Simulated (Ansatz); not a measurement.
Starting cell, AlNi3 (Cu3Au type):

```xyz
4
Lattice="3.5261 0.0000 0.0000 0.0000 3.5261 0.0000 0.0000 0.0000 3.5261" Properties=species:S:1:pos:R:3 pbc="T T T"
Ni     0.0000     1.7631     1.7631
Ni     1.7631     1.7631     0.0000
Ni     1.7631     0.0000     1.7631
Al     0.0000     0.0000     0.0000
```

In each cell atom 1 (Ni, nearest neighbour Ni at 2.493 Å; its periodic images, 3.5 Å or more away, move with it) moves by s·(0.577, 0.577, 0.577) (along Cartesian [111]), the rest being held.

Level of theory: r2SCAN (plane waves to 500 eV, PAW, scalar-relativistic; Ansatz, an electronic-structure program). k mesh 11×11×11 (Γ-centred), Fermi-Dirac smearing 0.05 eV. With partly filled bands, energies and forces of such displacements shift with the k mesh and the smearing. F∥ is the force on the atom along that direction. F⊥ is the part of the force across the line. AlNi3 was relaxed with its symmetry unable to fall. Relaxed AlNi3 ends ferromagnetic. The magnetic order is the one the run started from; other orders were not tried. 

```json
[
 {"s (Å)": "-0.500", "|F⊥| (eV/Å)": "0.104", "F∥ (eV/Å)": "6.700"},
 {"s (Å)": "-0.400", "|F⊥| (eV/Å)": "0.037", "F∥ (eV/Å)": "[?]"},
 {"s (Å)": "-0.300", "|F⊥| (eV/Å)": "0.006", "F∥ (eV/Å)": "3.399"},
 {"s (Å)": "-0.200", "|F⊥| (eV/Å)": "0.004", "F∥ (eV/Å)": "[?]"},
 {"s (Å)": "-0.100", "|F⊥| (eV/Å)": "0.003", "F∥ (eV/Å)": "1.003"},
 {"s (Å)": "0.000", "|F⊥| (eV/Å)": "0.000", "F∥ (eV/Å)": "0.000"},
 {"s (Å)": "0.100", "|F⊥| (eV/Å)": "0.003", "F∥ (eV/Å)": "-1.003"},
 {"s (Å)": "0.200", "|F⊥| (eV/Å)": "0.004", "F∥ (eV/Å)": "[?]"},
 {"s (Å)": "0.300", "|F⊥| (eV/Å)": "0.006", "F∥ (eV/Å)": "-3.399"},
 {"s (Å)": "0.400", "|F⊥| (eV/Å)": "0.037", "F∥ (eV/Å)": "[?]"},
 {"s (Å)": "0.500", "|F⊥| (eV/Å)": "0.104", "F∥ (eV/Å)": "-6.700"}
]
```

**Question.** Fill in the missing entries.

**Answer.** 
- -0.400, F∥ (eV/Å): 4.909
- -0.200, F∥ (eV/Å): 2.113
- 0.200, F∥ (eV/Å): -2.113
- 0.400, F∥ (eV/Å): -4.909

(For displaced atoms, the force is minus the slope of the energy, and its curvature is a force constant, which sets phonon frequencies.)
